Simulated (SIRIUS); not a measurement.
Band structure of InSb (F-43m, 2 atoms in the cell; from Materials Project mp-20012).

```
InSb
1.0
    0.00000     3.31661     3.31661
    3.31661     0.00000     3.31661
    3.31661     3.31661     0.00000
In Sb
1 1
Direct
  0.00000   0.00000   0.00000
  0.25000   0.25000   0.25000
```

Level of theory: PBE, SSSP 1.1.2 precision PBE pseudopotentials (plane waves; SIRIUS).

Settings: parameters.ngridk = 6 6 6; parameters.xc_functionals = [XC_GGA_X_PBE, XC_GGA_C_PBE]; parameters.gk_cutoff = 9.487 1/bohr; parameters.pw_cutoff = 30 1/bohr; parameters.smearing = gaussian; parameters.smearing_width = 0.00367493 Ha; potentials = SSSP 1.1.2 precision PBE pseudopotentials; parameters.electronic_structure_method = pseudopotential; parameters.num_bands = 26; parameters.num_mag_dims = 0; parameters.num_dft_iter = 100; parameters.energy_tol = 1e-07 Ha; parameters.density_tol = 1e-06; mixer.type = anderson.

Spin-orbit coupling is left out, which matters for bands and gaps with elements this heavy. The structure comes from a collection of computed structures, made at another level of theory; the collection holds predicted forms beside known ones. No clean gap shows at this smearing width and mesh (spacing up to 0.27 Å⁻¹); the mesh is coarse for partly filled bands, so the values carry mesh errors. Semi-local functionals can close small gaps.

Points are given in units of this cell's reciprocal vectors. Levels in eV from the Fermi level, bands 11 to 18:
| point | 11 | 12 | 13 | 14 | 15 | 16 | 17 | 18 |
|---|---|---|---|---|---|---|---|---|
| Γ (0 0 0) | -10.32 | -0.62 | -0.03 | -0.03 | -0.03 | 2.95 | 2.95 | 2.95 |
| X (0.5 0 0.5) | -8.61 | -5.65 | -2.07 | -2.07 | 1.33 | 1.44 | 7.73 | 7.73 |
| W (0.5 0.25 0.75) | -8.58 | -5.56 | -2.61 | -2.47 | 3.23 | 3.95 | 4.07 | 4.92 |
| K (0.375 0.375 0.75) | -8.65 | -5.53 | -2.84 | -1.75 | 1.62 | 3.57 | 6.01 | 6.21 |
| L (0.5 0.5 0.5) | -9.13 | -5.33 | -0.93 | -0.93 | 0.39 | 3.78 | 3.78 | 6.13 |
| U (0.625 0.25 0.625) | -8.65 | -5.53 | -2.84 | -1.75 | 1.62 | 3.57 | 6.01 | 6.21 |

1 band crosses the Fermi level along this path, so the cell has no gap at this level.
